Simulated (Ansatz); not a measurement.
Ge (diamond)

```
CELL_PARAMETERS angstrom
      0.00000     2.83808     2.83808
      2.83808     0.00000     2.83808
      2.83808     2.83808     0.00000
ATOMIC_POSITIONS crystal
  Ge 0.50000 0.50000 0.50000
  Ge 0.75000 0.75000 0.75000
```

The slice is a {100} plane (indices of the conventional cell) through the point (0.750, 0.750, 0.750) (fractional), spanned by u = [100] and v = [0 1 -1] in vectors of this cell: u (4.01 Å) and v (4.01 Å, at 90° to u). It covers one period; positions are fractions (u, v).

Method: PBEsol (plane waves to 420 eV, PAW, scalar-relativistic; Ansatz, a program for electronic structure). k mesh 14×14×14. Inside the PAW spheres the values are not all-electron values, and peaks at nuclei hang on which shells count as valence. Ge was relaxed with its symmetry unable to fall.

Question: Predict the map of the electrostatic potential energy of an electron, from the cell's mean on the slice.

Answer: 
```tsv
v \ u	0.00	0.10	0.20	0.30	0.40	0.50	0.60	0.70	0.80	0.90
0.90	x	x	x	2.7	5.1	5.3	5.1	2.7	x	x
0.80	x	x	0.4	4.9	6.1	6.2	6.1	4.9	0.4	x
0.70	1.5	2.7	4.9	6.4	6.8	6.9	6.9	6.4	4.9	2.7
0.60	4.6	5.1	6.1	6.8	7.2	7.3	7.2	6.8	6.1	5.1
0.50	4.8	5.3	6.2	6.9	7.3	7.4	7.3	6.9	6.2	5.3
0.40	4.6	5.1	6.1	6.8	7.2	7.3	7.2	6.8	6.1	5.1
0.30	1.5	2.7	4.9	6.4	6.8	6.9	6.9	6.4	4.9	2.7
0.20	x	x	0.4	4.9	6.1	6.2	6.1	4.9	0.4	x
0.10	x	x	x	2.7	5.1	5.3	5.1	2.7	x	x
0.00	x	x	x	1.5	4.6	4.8	4.6	1.5	x	x
```

Values: electrostatic potential energy of an electron, from the cell's mean, in eV. Points within 1 Å of a nucleus are blanked (x), as the pseudised field means little there. Values under -1 eV are set to -1. The zero, the cell's mean, hangs on the PAW cores.
